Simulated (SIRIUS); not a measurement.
Consider a self-consistent single point of TiO2 (C2/c, 6 atoms in the cell; from Materials Project mp-34688, changed as shown).

```
CELL_PARAMETERS angstrom
      2.60967    -2.61027     0.00000
      2.60967     2.61027     0.00000
     -2.53974     0.00000     4.62582
ATOMIC_POSITIONS crystal
  Ti 0.13411 0.86589 0.25000
  Ti 0.86589 0.13411 0.75000
  O  0.33122 0.08876 0.66715
  O  0.66878 0.91124 0.33285
  O  0.91124 0.66878 0.83285
  O  0.08876 0.33122 0.16715
```

Level of theory: LDA (PW92), PseudoDojo 0.4 standard norm-conserving LDA (tails mended) pseudopotentials (plane waves; SIRIUS 7.12.0).

SIRIUS settings:

parameters.ngridk: 5 5 3
parameters.xc_functionals: [XC_LDA_X, XC_LDA_C_PW]
parameters.gk_cutoff: 9.165 1/bohr
parameters.pw_cutoff: 18.331 1/bohr
parameters.smearing: gaussian
parameters.smearing_width: 0.000734986 Ha
potentials: PseudoDojo 0.4 standard norm-conserving LDA (tails mended) pseudopotentials
parameters.electronic_structure_method: pseudopotential
parameters.num_bands: 29
parameters.num_mag_dims: 0
parameters.num_dft_iter: 100
parameters.energy_tol: 1e-07 Ha
parameters.density_tol: 1e-06
mixer.type: anderson
mixer.beta: 0.7
mixer.use_hartree: true

Results:

| Property | Result |
|---|---|
| Number of valence electrons | 48 |
| Number of bands | 29 |
| Number of k-points after the program's reduction | 24 |
| Number of plane waves (most at a k-point) | 5545 |
| Number of SCF iterations | 19 |
| FFT grid | 45 × 45 × 64 |
| Free energy E − TS | -5036.7491 eV |
| Pressure | 11.90 GPa |
| Largest force (vector length) | 0.315 eV/Å |

Forces (eV/Å):
```json
[
 {"atom": "Ti1", "Fx": "0.000", "Fy": "0.190", "Fz": "0.000"},
 {"atom": "Ti2", "Fx": "0.000", "Fy": "-0.190", "Fz": "0.000"},
 {"atom": "O3", "Fx": "-0.075", "Fy": "0.065", "Fz": "0.299"},
 {"atom": "O4", "Fx": "0.075", "Fy": "-0.065", "Fz": "-0.299"},
 {"atom": "O5", "Fx": "0.075", "Fy": "0.065", "Fz": "-0.299"},
 {"atom": "O6", "Fx": "-0.075", "Fy": "-0.065", "Fz": "0.299"}
]
```

Stress (GPa, positive for compression):
```
11.46   0.00   0.55
 0.00  11.37   0.00
 0.55   0.00  12.86
```

For comparison: a first run was changed to give this one (volume scaled by 0.96), and from it to this one the free energy rises by 17.4 meV/atom, the pressure goes from 1.09 to 11.90 GPa and the largest force goes from 0.136 to 0.315 eV/Å.

The structure comes from a collection of computed structures, made at another level of theory; the collection holds predicted forms beside known ones. Its lattice was then scaled.

Cost on one core: around 3 core-minutes (rough).

“Tails mended”: in these copies of the files the far tail of each local potential was reset to the Coulomb form.
